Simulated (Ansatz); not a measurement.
CdSe (wurtzite)

```xyz
4
Lattice="4.3400 0.0000 0.0000 -2.1700 3.7585 0.0000 0.0000 0.0000 7.0780" Properties=species:S:1:pos:R:3 pbc="T T T"
Cd     2.1700     1.2528     0.0040
Cd     0.0000     2.5057     3.5430
Se     2.1700     1.2528     4.4212
Se     0.0000     2.5057     0.8822
```

The slice is a (1 -1 0 0) plane (indices of the conventional cell) through the point (0.667, 0.333, 0.001) (fractional), spanned by u = [110] and v = [001] in vectors of this cell: u (4.34 Å) and v (7.08 Å, at 90° to u). It covers one period; positions are fractions (u, v).

Computed with r2SCAN (plane waves to 500 eV, PAW, scalar-relativistic; Ansatz, a program for electronic structure). k mesh 9×9×5. These are valence fields of a PAW run, semicore shells included where kept as valence: close to a nucleus they are smooth pseudo fields. CdSe was relaxed with its symmetry unable to fall.

Three fields on this plane, each scaled to ten steps between its own extremes (0 low, 9 high; the total valence density on a logarithmic scale, the potential cut 8 eV below its top; x marks points blanked near nuclei; v = 0 in the bottom row):

Map A
```
|xxxxx04788988740xxxx|
|xxxxx15789998751xxxx|
|xxxx0368999998630xxx|
|xxx025789999987520xx|
|00135789999999875310|
|23457899999999987543|
|01357899999999987531|
|xxx157899999998751xx|
|xxxx0589999999850xxx|
|xxxxx37899999873xxxx|
|xxxxx16888888861xxxx|
|xxxxx05777777750xxxx|
|xxxxx05666666650xxxx|
|xxxxx25654445652xxxx|
|xxxx0465443445640xxx|
|xxx046654333456640xx|
|01357776433346777531|
|66788876544456788876|
|88999887665667889998|
|99999988777778899999|
|99999998888888999999|
|99999999988899999999|
|99999999999999999999|
|88899999988899999988|
|77788998887888998877|
|44567888776778887654|
|00135777665667775310|
|xxx025676555676520xx|
|xxxx0356665666530xxx|
|xxxxx15676667651xxxx|
|xxxxx04677777640xxxx|
|xxxxx04688888640xxxx|
```

Map B
```
|xxxxx21234443212xxxx|
|xxxxx21112221112xxxx|
|xxxx2111111111112xxx|
|xxx111100000001111xx|
|11111110000000111111|
|44443210000000123444|
|99987531000001357899|
|xxx997531000135799xx|
|xxxx9874100014789xxx|
|xxxxx98520002589xxxx|
|xxxxx98521012589xxxx|
|xxxxx98521112589xxxx|
|xxxxx98421112489xxxx|
|xxxxx97311111379xxxx|
|xxxx9852111112589xxx|
|xxx997321111123799xx|
|99987521112111257899|
|88765311111111135678|
|55432111111111112345|
|22110000111110000112|
|00000000111110000000|
|00000001122211000000|
|00000012344432100000|
|00000124566654210000|
|11111245677765421111|
|11111256788876521111|
|22211257888887521122|
|xxx212478888874212xx|
|xxxx1136888886311xxx|
|xxxxx12578887521xxxx|
|xxxxx12467776421xxxx|
|xxxxx21246664212xxxx|
```

Map C
```
|xxxxx86544444568xxxx|
|xxxxx75433333457xxxx|
|xxxx8643222223468xxx|
|xxx875421111124578xx|
|99876432100012346789|
|98876532100012356788|
|99987542100012457899|
|xxx986532101235689xx|
|xxxx9764321234679xxx|
|xxxxx86543234568xxxx|
|xxxxx97643334679xxxx|
|xxxxx98654445689xxxx|
|xxxxx98655555689xxxx|
|xxxxx97666666679xxxx|
|xxxx9876666666789xxx|
|xxx987666666666789xx|
|99877655666665567789|
|77665545555555455667|
|55444334445444334445|
|33322223344433222233|
|11111122333332211111|
|00011122333332211100|
|00111223444443221110|
|22222334455544332222|
|33333445566655443333|
|55554556667666554555|
|88766566777776656678|
|xxx876677777776678xx|
|xxxx9777777777779xxx|
|xxxxx87777777778xxxx|
|xxxxx87666666678xxxx|
|xxxxx97655555679xxxx|
```

Question: Assign the maps to these fields: electron localisation function (ELF); valence electron density; electrostatic potential energy of an electron, from the cell's mean.

Answer: A is the electrostatic potential energy of an electron, from the cell's mean; B is the electron localisation function (ELF); C is the valence electron density.
